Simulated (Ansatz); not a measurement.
The guess for Al₃Ir₂ was made by a generator: random cell by space group and Wyckoff sites (Fmmm, No. 69). Its size is a rough estimate.

```yaml
crystal:
  lattice:
    - [0.00000, 4.50133, 5.71217]
    - [3.30679, 0.00000, 5.71217]
    - [3.30679, 4.50133, 0.00000]
  atoms:
    - { symbol: Al, position: [0.17255, 0.17255, 0.82745] }
    - { symbol: Al, position: [0.82745, 0.82745, 0.17255] }
    - { symbol: Al, position: [0.00000, 0.00000, 0.00000] }
    - { symbol: Ir, position: [0.18446, 0.81554, 0.18446] }
    - { symbol: Ir, position: [0.81554, 0.18446, 0.81554] }
```

Computed with DFT PBE, scalar-relativistic, plane waves, PAW (Ansatz). Cutoff 420 eV, Gaussian smearing, Γ-centred meshes. Cell and atoms relax first on a coarse mesh and then on a finer one. In between, the cell is made exact in the group found at 0.06 Å. In metals the finer mesh still leaves noise of several meV/atom or more. The steps can't lower the symmetry of their start. No spin polarisation in the relaxation; trial moments died out in a coarse test.

A guess keeps its type if space group and coordination stay and the shape of the cell changes little (axis ratios within about 15 %, angles within 6°); the volume may change.

Problem. Does this structure survive the relaxation?

Solution. It doesn't keep its type. The symmetry stays Fmmm (No. 69). The volume per atom shrinks by 40.4 %, from 34.0 to 20.3 Å³. The shortest distance goes from 1.66 Å (Al–Ir) to 2.50 Å (Al–Ir). Counting neighbours within 15 % of an atom's shortest distance, the start has Al 1/2, Ir 1 and the end Al 4/6, Ir 8. In detail, at the end around Al on a site of symmetry mm2 lie 2 Ir at 2.50 Å, 2 Al at 2.69 Å and 2 Al at 3.02 Å; around Al on a site of symmetry mmm lie 6 Ir at 2.60–2.65 Å and 4 Al at 3.02 Å; Ir is surrounded by 5 Al at 2.50–2.65 Å, 2 Ir at 2.54 Å and 1 Ir at 2.78 Å.

```
CELL_PARAMETERS angstrom
0.00000 4.04065 5.70485
2.19880 0.00000 5.70485
2.19880 4.04065 0.00000
ATOMIC_POSITIONS crystal
Al 0.31807 0.31807 0.68193
Al 0.68193 0.68193 0.31807
Al 0.00000 0.00000 0.00000
Ir 0.32826 0.67174 0.32826
Ir 0.67174 0.32826 0.67174
```

The last run used a 10×10×10 mesh for its 5-atom cell and Gaussian smearing of 0.10 eV. These runs have no spin–orbit coupling, which can matter for Ir. Symmetry constrained the relaxation, so the result can be a saddle point.

In counts of neighbours, a slash parts the counts of unlike sites.
